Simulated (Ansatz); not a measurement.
Calculation for Zn (hcp type): DFT, LDA, all-electron LAPW, scalar-relativistic (Ansatz 0.2.0).

The cell is held at a set volume and isn't relaxed, so it needn't be at zero pressure.

Command: `ansatz run input.yaml --threads 1 --pin off --max-ram 2048MiB --backend cpu --events-out ev --progress --plain --runs-dir out` It took 14 s on 1 thread of Arm Neoverse V1, with other jobs on the host, peak memory 0.33 GiB.

```yaml
crystal:
  lattice:
    - [2.7850770257, 0.0, 0.0]
    - [-1.3925385129, 2.4119474558, 0.0]
    - [0.0, 0.0, 4.5118247817]
  atoms:
    - { symbol: Zn, position: [0.3333333333, 0.6666666667, 0.25] }
    - { symbol: Zn, position: [0.6666666667, 0.3333333333, 0.75] }
kpoints:
  mp_grid: { grid: [12, 12, 7] }
scf:
  occupations: { method: fermi_dirac, width: 0.05 }
hamiltonian:
  xc: lda
  pseudopotentials: { kind: all_electron, lapw: { basis_error: 0.001 } }
output:
  forces: true
  stress: true
  eigenvalues: true
  populations: true
```

Output:

```
Zn: projections on atomic orbitals take those of the free atom 1s2 2s2 2p6 3s2 3p6 3d10 4s2, of charge +0.00 (hamiltonian.pseudopotentials.projection_atoms)
LAPW: plane waves up to 7.965 Å⁻¹, error target 1.0e-3 eV per atom; small_component_spin mean_spin; Zn in spheres of 1.385 Å, 20 of its electrons in bands, Dirac shells [] (how accurate: hamiltonian.pseudopotentials.lapw.basis_error, Limitations)
Engine: ansatz 0.2.0
Pseudopotentials: kind: all_electron
Pseudopotential: Zn, LAPW, valence charge 20, lapw/all_electron/scalar/gaussian/Zn, Koelling and Harmon's equation, gaussian nucleus
Functional definition: SPW92
  exchange = slater_x
  correlation = pw_c
Crystal: 2 atoms, lattice volume = 30.308 Å³
Basis set: ecut = 241.72218665637163 eV, 263 PW (Γ), exchange–correlation at level 2
Bands: 24, of which v1, the nominal top of the filled ones, is band 20 counted from 1 (19 counted from 0)
Symmetry: 24 space group operations
Space group: P63/mmc (ITA 194), of the structure as read, at distance tolerance 3.1e-5 Å
k-points: 76 of 1008
Non-local potential: Zn, projectors of the file, none
Initial density: superposition of atomic densities (chi_scale 0.1, normalization cell)
Initial wavefunctions: plane waves of lowest kinetic energy (no species holds an atomic orbital)
Functional: x = slater, c = lda
iter 1 solved again at ethr=9.94e-5 eV; its pass at ethr=1.00e-1 eV (dr2=3.98e-2 eV) is discarded
SCF iter   1: F=—  HF=-97600.846962 eV  |F-HF|=—  |Δ(HF+E_count)|=         —  Δρ=1.55e-2  dr2=4.00e-2  ethr=9.94e-5  ⟨swp⟩=3.1  Hψ=12438  notcnv=0
preconditioner: auto → Kerker (q_TF=auto, 2.857 Å⁻¹)  [metal: Δε(μ)=0.077 eV  Ē_g=12.193 eV  σ=0.050 eV  W_gap=0.35  n_scr=10 (ndim 8)  ℏωp=33.0 eV  f_vac=0.000  D(μ)=0.53/eV (n_scr^D=2)]
SCF iter   2: F=—  HF=-97600.723826 eV  |F-HF|=—  |Δ(HF+E_count)|=   1.23e-1  Δρ=5.30e-3  dr2=6.54e-3  ethr=9.94e-5  ⟨swp⟩=3.0  Hψ=6290  notcnv=0
SCF iter   3: F=—  HF=-97600.590339 eV  |F-HF|=—  |Δ(HF+E_count)|=   1.33e-1  Δρ=6.57e-3  dr2=9.05e-3  ethr=1.64e-5  ⟨swp⟩=3.0  Hψ=6040  notcnv=0
SCF iter   4: F=—  HF=-97600.581764 eV  |F-HF|=—  |Δ(HF+E_count)|=   8.58e-3  Δρ=2.69e-3  dr2=1.97e-3  ethr=1.64e-5  ⟨swp⟩=2.0  Hψ=5301  notcnv=0
iter 5 solved again at ethr=2.56e-7 eV; its pass at ethr=4.92e-6 eV (dr2=1.03e-4 eV) is discarded
SCF iter   5: F=—  HF=-97600.581953 eV  |F-HF|=—  |Δ(HF+E_count)|=   1.89e-4  Δρ=5.81e-4  dr2=1.02e-4  ethr=2.56e-7  ⟨swp⟩=2.0  Hψ=9040  notcnv=0
SCF iter   6: F=—  HF=-97600.581916 eV  |F-HF|=—  |Δ(HF+E_count)|=   3.71e-5  Δρ=9.82e-5  dr2=2.40e-6  ethr=2.56e-7  ⟨swp⟩=2.0  Hψ=5304  notcnv=0
SCF iter   7: F=—  HF=-97600.581914 eV  |F-HF|=—  |Δ(HF+E_count)|=   1.65e-6  Δρ=2.21e-5  dr2=1.52e-7  ethr=6.00e-9  ⟨swp⟩=2.0  Hψ=5301  notcnv=0
SCF iter   8: F=-97600.581914 eV  HF=-97600.581914 eV  |F-HF|=8.50e-9  |Δ(HF+E_count)|=   3.11e-8  Δρ=4.66e-6  dr2=7.37e-9  ethr=3.81e-10  ⟨swp⟩=2.0  Hψ=5302  notcnv=0
SCF 1 converged in 8 iterations: F = -97600.581914 eV  dr2 = 7.37e-9
SCF converged after 8 iterations
Free energy (F): -97600.581914 eV
Harris-Foulkes:  -97600.581914 eV  (|F-HF|=8.50e-9)
Internal energy: -97600.577079 eV  (E = F + TS)
E sigma→0 (E₀):  -97600.579497 eV
Entropy (-TS):   -0.004835 eV (-2.417 meV/atom)
Fermi energy:    13.592242 eV
--- Per-component energies (eV) ---
  E_band       = -1092.383169
  E_kinetic    = 99351.817569
  E_xc         = -3751.713720
  E_electrostatic = -193200.680928  (all electrons and nuclei)
  E_smearing   = -0.004835  (= −TS)
  E_closure    = 0.000000  (closes the sum)
  E_atoms      = -97596.969826  (free atoms, spherical and without spin; not in F)
  Σ components = -97600.581914   (vs F -97600.581914, Δ=0.00e0)
  Basis errors (estimates in eV, not in F): energy 2.1e-4 per atom: plane waves 2.0e-4 (1.0e-4 summed), levels above the bands 9.7e-58, relativity 6.9e-10, radial functions 4.6e-6, core shells 8.8e-12; eigenvalues (radial functions only) 1.4e-5; not estimated: angular momenta, meshes, grids; target (lapw.basis_error) 1.0e-3; muffin-tin radii Zn 1.385 Å
--- Forces (eV/Å), atoms counted from 1 ---
  atom   1  Zn    -0.00000000    -0.00000000     0.00000000
  atom   2  Zn     0.00000000     0.00000000     0.00000000
  max |Σ_I F_I| component: 4.63e-18 eV/Å
--- Stress (GPa, compression-positive) ---
       -8.832965      -0.000000       0.000000
       -0.000000      -8.832965       0.000000
        0.000000       0.000000     -11.168096
  P = ⅓ Tr σ = -9.6113 GPa (-96.113 kbar)
--- Band table (eV; the first three rows and the last of 76) ---
  k-point 0: bands = ["-112.1342", "-112.1320", "-66.7710", "-66.7482", "-66.7458", "-66.7458", "-66.7419", "-66.7419", "3.1294", "5.1091", "5.8470", "5.8798", "5.8798", "5.9693", "5.9693", "6.0808", "6.0808", "6.4632", "6.4632", "10.6840", "12.1645", "28.1328", "28.1328", "30.1650"]
  k-point 1: bands = ["-112.1341", "-112.1321", "-66.7699", "-66.7493", "-66.7456", "-66.7456", "-66.7421", "-66.7421", "3.2854", "5.1171", "5.8348", "5.8603", "5.8603", "5.9526", "5.9526", "6.1238", "6.1238", "6.4566", "6.4566", "9.2407", "13.9124", "28.2843", "28.2843", "29.3413"]
  k-point 2: bands = ["-112.1338", "-112.1325", "-66.7667", "-66.7525", "-66.7450", "-66.7450", "-66.7427", "-66.7427", "3.7405", "5.1176", "5.8143", "5.8372", "5.8372", "5.9119", "5.9119", "6.2126", "6.2126", "6.4320", "6.4320", "7.5795", "16.5049", "25.9097", "28.7219", "28.7219"]
  k-point 75: bands = ["-112.1316", "-112.1316", "-66.7629", "-66.7629", "-66.7561", "-66.7546", "-66.7502", "-66.7502", "5.5136", "5.5136", "5.6495", "5.7589", "5.9274", "5.9274", "6.1174", "6.1598", "6.4750", "6.4750", "13.7065", "13.7065", "14.6146", "15.1409", "15.1409", "15.7276"]
--- Löwdin populations: 2 sites ---
  site symbol       q [e]
     0     Zn     29.4589
     1     Zn     29.4589
  spilling = 0.018038 (of n_electrons = 60.000000)
```

populations.tsv:

```
# site	symbol	l	j	q
# orbitals = lowdin
# n_electrons = 60.000000
# spilling = 0.018038
# projection_atom_Zn: 1s2 2s2 2p6 3s2 3p6 3d10 4s2
0	Zn	0_1S	-	1.999997
0	Zn	0_2S	-	1.999930
0	Zn	0_3S	-	1.998626
0	Zn	0_4S	-	1.486403
0	Zn	1_2P	-	5.999993
0	Zn	1_3P	-	5.999838
0	Zn	2_3D	-	9.974074
1	Zn	0_1S	-	1.999997
1	Zn	0_2S	-	1.999930
1	Zn	0_3S	-	1.998626
1	Zn	0_4S	-	1.486403
1	Zn	1_2P	-	5.999993
1	Zn	1_3P	-	5.999838
1	Zn	2_3D	-	9.974074
```

Next run (one bond, the shortest of the undistorted cell, set to 2.272 Å), as changes to the input before:

```diff
   atoms:
-    - { symbol: Zn, position: [0.3333333333, 0.6666666667, 0.25] }
-    - { symbol: Zn, position: [0.6666666667, 0.3333333333, 0.75] }
+    - { symbol: Zn, position: [0.2733333333, 0.6366666667, 0.205] }
+    - { symbol: Zn, position: [0.7266666667, 0.3633333333, 0.795] }
 kpoints:
```

Command: `ansatz run input.yaml --threads 1 --pin off --max-ram 2048MiB --backend cpu --events-out ev --progress --plain --runs-dir out` It took 72 s on 1 thread of Arm Neoverse V1, with other jobs on the host, peak memory 0.76 GiB.

Results part of the output:

```
SCF 1 converged in 9 iterations: F = -97600.240917 eV  dr2 = 7.22e-9
SCF converged after 9 iterations
Free energy (F): -97600.240917 eV
Harris-Foulkes:  -97600.240917 eV  (|F-HF|=1.20e-8)
Internal energy: -97600.238618 eV  (E = F + TS)
E sigma→0 (E₀):  -97600.239767 eV
Entropy (-TS):   -0.002298 eV (-1.149 meV/atom)
Fermi energy:    13.513324 eV
--- Per-component energies (eV) ---
  E_band       = -1099.243484
  E_kinetic    = 99355.973194
  E_xc         = -3752.399160
  E_electrostatic = -193203.812653  (all electrons and nuclei)
  E_smearing   = -0.002298  (= −TS)
  E_closure    = 0.000000  (closes the sum)
  E_atoms      = -97596.969826  (free atoms, spherical and without spin; not in F)
  Σ components = -97600.240917   (vs F -97600.240917, Δ=0.00e0)
  Basis errors (estimates in eV, not in F): energy 4.0e-4 per atom: plane waves 3.9e-4 (2.1e-4 summed), levels above the bands 3.3e-58, relativity 5.8e-9, radial functions 1.3e-5, core shells 3.6e-10; eigenvalues (radial functions only) 1.6e-6; not estimated: angular momenta, meshes, grids; target (lapw.basis_error) 1.0e-3; muffin-tin radii Zn 1.136 Å
--- Forces (eV/Å), atoms counted from 1 ---
  atom   1  Zn     0.55786071     0.32208103     1.76818116
  atom   2  Zn    -0.55786071    -0.32208103    -1.76818116
  max |Σ_I F_I| component: 0.00e0 eV/Å
--- Stress (GPa, compression-positive) ---
       -3.435589       0.452353       4.982096
        0.452353      -3.957921       2.876414
        4.982096       2.876414       1.994264
  P = ⅓ Tr σ = -1.7997 GPa (-17.997 kbar)
--- Band table (eV; the first three rows and the last of 277) ---
  k-point 0: bands = ["-112.3039", "-112.2939", "-66.9802", "-66.9074", "-66.9064", "-66.9043", "-66.9023", "-66.8937", "2.8522", "4.8096", "5.3683", "5.6015", "5.6180", "5.6557", "5.8718", "5.9921", "6.1831", "6.2777", "6.5310", "10.9919", "12.0471", "27.5576", "28.5830", "29.2172"]
  k-point 1: bands = ["-112.3039", "-112.2939", "-66.9798", "-66.9080", "-66.9060", "-66.9042", "-66.9023", "-66.8939", "2.9817", "4.8142", "5.3668", "5.5901", "5.6088", "5.6542", "5.8865", "5.9885", "6.1968", "6.2865", "6.5199", "9.4592", "13.8840", "27.7028", "28.6796", "29.2888"]
  k-point 2: bands = ["-112.3038", "-112.2940", "-66.9790", "-66.9090", "-66.9056", "-66.9042", "-66.9023", "-66.8941", "3.3341", "4.8185", "5.3655", "5.5683", "5.5866", "5.6518", "5.9259", "5.9894", "6.2267", "6.3044", "6.4910", "7.8652", "16.3930", "26.3270", "28.1228", "28.9343"]
  k-point 276: bands = ["-112.2999", "-112.2952", "-66.9793", "-66.9290", "-66.9144", "-66.9088", "-66.9007", "-66.8999", "4.7701", "4.9190", "5.0180", "5.6171", "5.6682", "6.2712", "6.2777", "6.3517", "6.4116", "6.4534", "10.9452", "10.9768", "13.7983", "13.9175", "22.6453", "25.0262"]
--- Löwdin populations: 2 sites ---
  site symbol       q [e]
     0     Zn     29.4527
     1     Zn     29.4527
  spilling = 0.018243 (of n_electrons = 60.000000)
```

Next run (one bond, the shortest of the undistorted cell, set to 2.105 Å), as changes to the input before:

```diff
   atoms:
-    - { symbol: Zn, position: [0.2733333333, 0.6366666667, 0.205] }
-    - { symbol: Zn, position: [0.7266666667, 0.3633333333, 0.795] }
+    - { symbol: Zn, position: [0.2533333333, 0.6266666667, 0.19] }
+    - { symbol: Zn, position: [0.7466666667, 0.3733333333, 0.81] }
 kpoints:
```

Results part of the output:

```
SCF 1 converged in 7 iterations: F = -97599.806223 eV  dr2 = 4.21e-9
SCF converged after 7 iterations
Free energy (F): -97599.806223 eV
Harris-Foulkes:  -97599.806223 eV  (|F-HF|=1.93e-8)
Internal energy: -97599.803991 eV  (E = F + TS)
E sigma→0 (E₀):  -97599.805107 eV
Entropy (-TS):   -0.002232 eV (-1.116 meV/atom)
Fermi energy:    13.506700 eV
--- Per-component energies (eV) ---
  E_band       = -1105.060823
  E_kinetic    = 99360.109876
  E_xc         = -3753.044801
  E_electrostatic = -193206.869066  (all electrons and nuclei)
  E_smearing   = -0.002232  (= −TS)
  E_closure    = 0.000000  (closes the sum)
  E_atoms      = -97596.969826  (free atoms, spherical and without spin; not in F)
  Σ components = -97599.806223   (vs F -97599.806223, Δ=0.00e0)
  Basis errors (estimates in eV, not in F): energy 4.7e-4 per atom: plane waves 4.2e-4 (2.4e-4 summed), levels above the bands 9.0e-60, relativity 1.3e-8, radial functions 4.2e-5, core shells 3.3e-9; eigenvalues (radial functions only) 8.4e-7; not estimated: angular momenta, meshes, grids; target (lapw.basis_error) 1.0e-3; muffin-tin radii Zn 1.053 Å
--- Forces (eV/Å), atoms counted from 1 ---
  atom   1  Zn     1.33752875     0.77222259     3.33391501
  atom   2  Zn    -1.33752875    -0.77222259    -3.33391501
  max |Σ_I F_I| component: 2.22e-16 eV/Å
--- Stress (GPa, compression-positive) ---
        2.850587       2.772967      11.628984
        2.772967      -0.351359       6.713997
       11.628984       6.713997      15.968776
  P = ⅓ Tr σ = 6.1560 GPa (61.560 kbar)
--- Band table (eV; the first three rows and the last of 277) ---
  k-point 0: bands = ["-112.4523", "-112.4288", "-67.1897", "-67.0367", "-67.0363", "-67.0355", "-67.0327", "-67.0241", "2.6605", "4.5282", "4.9141", "5.3041", "5.3852", "5.5137", "5.7850", "5.9735", "6.1864", "6.1931", "6.5371", "11.2315", "11.9635", "27.4353", "28.7018", "28.8412"]
  k-point 1: bands = ["-112.4523", "-112.4288", "-67.1895", "-67.0367", "-67.0365", "-67.0355", "-67.0327", "-67.0241", "2.7747", "4.5309", "4.9137", "5.2967", "5.3778", "5.5121", "5.7988", "5.9723", "6.1947", "6.2012", "6.5300", "9.6099", "13.8901", "27.5623", "28.7805", "28.9165"]
  k-point 2: bands = ["-112.4522", "-112.4288", "-67.1891", "-67.0368", "-67.0367", "-67.0355", "-67.0327", "-67.0242", "3.0755", "4.5348", "4.9130", "5.2807", "5.3618", "5.5085", "5.8313", "5.9877", "6.2127", "6.2192", "6.5100", "8.0542", "16.3557", "26.5299", "27.9315", "28.9802"]
  k-point 276: bands = ["-112.4473", "-112.4310", "-67.1920", "-67.0654", "-67.0517", "-67.0355", "-67.0264", "-67.0223", "4.4048", "4.7018", "4.7714", "5.3938", "5.5779", "6.0688", "6.2257", "6.2315", "6.3052", "6.3696", "10.7507", "10.7722", "14.0524", "14.0612", "22.2745", "25.4145"]
--- Löwdin populations: 2 sites ---
  site symbol       q [e]
     0     Zn     29.4490
     1     Zn     29.4490
  spilling = 0.018368 (of n_electrons = 60.000000)
```

Next run (one bond, the shortest of the undistorted cell, set to 1.939 Å), as changes to the input before:

```diff
   atoms:
-    - { symbol: Zn, position: [0.2533333333, 0.6266666667, 0.19] }
-    - { symbol: Zn, position: [0.7466666667, 0.3733333333, 0.81] }
+    - { symbol: Zn, position: [0.2333333333, 0.6166666667, 0.175] }
+    - { symbol: Zn, position: [0.7666666667, 0.3833333333, 0.825] }
 kpoints:
```

Command: `ansatz run input.yaml --threads 1 --pin off --max-ram 2048MiB --backend cpu --events-out ev --progress --plain --runs-dir out` It took 98 s on 1 thread of Arm Neoverse V1 (shared host), peak memory 1 GiB.

Results part of the output:

```
SCF 1 converged in 7 iterations: F = -97598.946929 eV  dr2 = 2.48e-9
SCF converged after 7 iterations
Free energy (F): -97598.946929 eV
Harris-Foulkes:  -97598.946929 eV  (|F-HF|=1.85e-9)
Internal energy: -97598.944070 eV  (E = F + TS)
E sigma→0 (E₀):  -97598.945499 eV
Entropy (-TS):   -0.002859 eV (-1.429 meV/atom)
Fermi energy:    13.540932 eV
--- Per-component energies (eV) ---
  E_band       = -1113.218703
  E_kinetic    = 99366.934928
  E_xc         = -3754.064027
  E_electrostatic = -193211.814971  (all electrons and nuclei)
  E_smearing   = -0.002859  (= −TS)
  E_closure    = 0.000000  (closes the sum)
  E_atoms      = -97596.969826  (free atoms, spherical and without spin; not in F)
  Σ components = -97598.946929   (vs F -97598.946929, Δ=0.00e0)
  Basis errors (estimates in eV, not in F): energy 4.9e-4 per atom: plane waves 4.6e-4 (2.7e-4 summed), levels above the bands 2.4e-64, relativity 2.8e-8, radial functions 3.7e-5, core shells 4.7e-8; eigenvalues (radial functions only) 8.0e-7; not estimated: angular momenta, meshes, grids; target (lapw.basis_error) 1.0e-3; muffin-tin radii Zn 0.970 Å
--- Forces (eV/Å), atoms counted from 1 ---
  atom   1  Zn     2.97619116     1.71830477     6.28351931
  atom   2  Zn    -2.97619116    -1.71830477    -6.28351931
  max |Σ_I F_I| component: 4.44e-16 eV/Å
--- Stress (GPa, compression-positive) ---
       13.720403       7.325352      24.504917
        7.325352       5.261814      14.147920
       24.504917      14.147920      39.751587
  P = ⅓ Tr σ = 19.5779 GPa (195.779 kbar)
--- Band table (eV; the first three rows and the last of 277) ---
  k-point 0: bands = ["-112.6706", "-112.6118", "-67.5371", "-67.2280", "-67.2161", "-67.2102", "-67.2055", "-67.1878", "2.4447", "4.0878", "4.2652", "4.8318", "5.0840", "5.3534", "5.5925", "6.0032", "6.0762", "6.2081", "6.5577", "11.5454", "11.8647", "27.4033", "28.4559", "28.8254"]
  k-point 1: bands = ["-112.6706", "-112.6118", "-67.5370", "-67.2280", "-67.2162", "-67.2101", "-67.2055", "-67.1879", "2.5439", "4.0888", "4.2645", "4.8272", "5.0792", "5.3515", "5.6005", "6.0113", "6.0827", "6.2127", "6.5543", "9.7833", "13.9344", "27.5096", "28.5320", "28.8898"]
  k-point 2: bands = ["-112.6706", "-112.6118", "-67.5368", "-67.2280", "-67.2166", "-67.2099", "-67.2055", "-67.1881", "2.7975", "4.0910", "4.2620", "4.8170", "5.0685", "5.3469", "5.6189", "6.0521", "6.0970", "6.2226", "6.5420", "8.2668", "16.3620", "26.6887", "27.8204", "28.7230"]
  k-point 276: bands = ["-112.6646", "-112.6150", "-67.5424", "-67.2589", "-67.2461", "-67.1961", "-67.1910", "-67.1888", "3.8684", "4.3868", "4.4665", "4.9841", "5.5070", "5.8126", "6.0456", "6.1133", "6.1874", "6.2870", "10.5450", "10.5791", "14.1827", "14.3279", "21.9021", "25.7407"]
--- Löwdin populations: 2 sites ---
  site symbol       q [e]
     0     Zn     29.4497
     1     Zn     29.4497
  spilling = 0.018345 (of n_electrons = 60.000000)
```

Next run (one bond, the shortest of the undistorted cell, set to 1.773 Å), as changes to the input before:

```diff
   atoms:
-    - { symbol: Zn, position: [0.2333333333, 0.6166666667, 0.175] }
-    - { symbol: Zn, position: [0.7666666667, 0.3833333333, 0.825] }
+    - { symbol: Zn, position: [0.2133333333, 0.6066666667, 0.16] }
+    - { symbol: Zn, position: [0.7866666667, 0.3933333333, 0.84] }
 kpoints:
```

Command: `ansatz run input.yaml --threads 1 --pin off --max-ram 2048MiB --backend cpu --events-out ev --progress --plain --runs-dir out` It took 2.3 min on 1 thread of Arm Neoverse V1, on a shared host, peak memory 1.2 GiB.

Results part of the output:

```
SCF 1 converged in 7 iterations: F = -97597.255810 eV  dr2 = 2.70e-9
SCF converged after 7 iterations
Free energy (F): -97597.255810 eV
Harris-Foulkes:  -97597.255810 eV  (|F-HF|=2.76e-10)
Internal energy: -97597.252202 eV  (E = F + TS)
E sigma→0 (E₀):  -97597.254006 eV
Entropy (-TS):   -0.003608 eV (-1.804 meV/atom)
Fermi energy:    13.568988 eV
--- Per-component energies (eV) ---
  E_band       = -1124.681091
  E_kinetic    = 99378.050935
  E_xc         = -3755.678911
  E_electrostatic = -193219.624226  (all electrons and nuclei)
  E_smearing   = -0.003608  (= −TS)
  E_closure    = 0.000000  (closes the sum)
  E_atoms      = -97596.969826  (free atoms, spherical and without spin; not in F)
  Σ components = -97597.255810   (vs F -97597.255810, Δ=0.00e0)
  Basis errors (estimates in eV, not in F): energy 5.2e-4 per atom: plane waves 4.8e-4 (2.9e-4 summed), levels above the bands 1.6e-66, relativity 6.2e-8, radial functions 4.3e-5, core shells 6.9e-7; eigenvalues (radial functions only) 9.1e-7; not estimated: angular momenta, meshes, grids; target (lapw.basis_error) 1.0e-3; muffin-tin radii Zn 0.887 Å
--- Forces (eV/Å), atoms counted from 1 ---
  atom   1  Zn     6.34341892     3.66237462    11.99764271
  atom   2  Zn    -6.34341892    -3.66237462   -11.99764271
  max |Σ_I F_I| component: 0.00e0 eV/Å
--- Stress (GPa, compression-positive) ---
       31.924455      16.023207      48.265266
       16.023207      13.422450      27.865964
       48.265266      27.865964      80.739159
  P = ⅓ Tr σ = 42.0287 GPa (420.287 kbar)
--- Band table (eV; the first three rows and the last of 277) ---
  k-point 0: bands = ["-113.0076", "-112.8534", "-68.1366", "-67.5104", "-67.4938", "-67.4409", "-67.4366", "-67.3526", "2.2329", "3.3632", "3.4025", "4.0959", "4.6849", "5.1768", "5.2725", "5.9354", "6.0667", "6.2433", "6.6218", "11.7517", "11.9441", "27.4916", "28.0792", "28.9628"]
  k-point 1: bands = ["-113.0076", "-112.8534", "-68.1365", "-67.5104", "-67.4939", "-67.4409", "-67.4367", "-67.3527", "2.3186", "3.3602", "3.4043", "4.0935", "4.6818", "5.1749", "5.2777", "5.9399", "6.0817", "6.2456", "6.6207", "9.9650", "14.0432", "27.5783", "28.1538", "29.0172"]
  k-point 2: bands = ["-113.0076", "-112.8535", "-68.1364", "-67.5104", "-67.4940", "-67.4407", "-67.4367", "-67.3528", "2.5325", "3.3557", "3.4057", "4.0880", "4.6750", "5.1704", "5.2900", "5.9500", "6.1397", "6.2504", "6.6133", "8.4906", "16.4407", "26.7873", "27.8240", "28.3395"]
  k-point 276: bands = ["-113.0007", "-112.8576", "-68.1444", "-67.5429", "-67.5314", "-67.4245", "-67.4131", "-67.3537", "3.1146", "3.8634", "4.0698", "4.3156", "5.4037", "5.5295", "5.8476", "5.8632", "6.0801", "6.2574", "10.2945", "10.4474", "14.2879", "14.6142", "21.5391", "25.8824"]
--- Löwdin populations: 2 sites ---
  site symbol       q [e]
     0     Zn     29.4522
     1     Zn     29.4522
  spilling = 0.018260 (of n_electrons = 60.000000)
```
